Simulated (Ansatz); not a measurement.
Rh:
```
Rh
1.0
    0.00000     1.89999     1.89999
    1.89999     0.00000     1.89999
    1.89999     1.89999     0.00000
Rh
1
Direct
  0.00000   0.00000   0.00000
```

This is the r²SCAN-relaxed structure.

Problem. All from r²SCAN (plane waves, PAW; program Ansatz), unless another level is named. Give the density of states at the Fermi level.

Solution. 1.2 states/eV per atom (mean over ±0.08 eV).

Problem. And the gap with spin–orbit coupling?

Solution. none (metallic).

Space group Fm-3m (fcc (Cu type)). Symmetry was held in the r²SCAN relaxation. The run is not spin-polarised. Scalar-relativistic: spin–orbit coupling is off unless named, which matters more the heavier the elements.

Potentials: the earlier of the program's two PAW sets.
